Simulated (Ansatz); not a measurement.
# InAs: when the semilocal start has no gap

InAs is taken as a test cell of our own (not relaxed), 2 atoms in the cell.

```yaml
crystal:
  lattice:
    - [0.00000, 3.03000, 3.03000]
    - [3.03000, 0.00000, 3.03000]
    - [3.03000, 3.03000, 0.00000]
  atoms:
    - { symbol: In, position: [0.00000, 0.00000, 0.00000] }
    - { symbol: As, position: [0.25000, 0.25000, 0.25000] }
```

Code: Ansatz (development build ahead of 0.2.0); norm-conserving potentials, plane waves, scalar-relativistic; no spin polarisation; cutoff 1143 eV; k-mesh 4×4×4. A hybrid run begins with a PBE cycle under the same occupations; its iterations are summed over that start, the exchange cycles and any other fillings tried.

The mesh is coarse, so gaps aren't converged.

| functional and occupations | outcome |
| --- | --- |
| HSE06, fixed occupations | converged in 22 iterations, gap on the mesh 0.55 eV |
| PBE, fixed occupations | converged in 7 iterations, no gap on the mesh |
| PBE, Fermi–Dirac smearing 0.01 eV | converged in 7 iterations, no gap: levels at the Fermi energy are part filled or within the smearing |
| HSE06, Fermi–Dirac smearing 0.01 eV | converged in 22 iterations, gap on the mesh 0.55 eV |

HSE06 opens the gap by 0.55 eV against PBE. Spin is off, which bars an open-shell state of the part-filled levels.
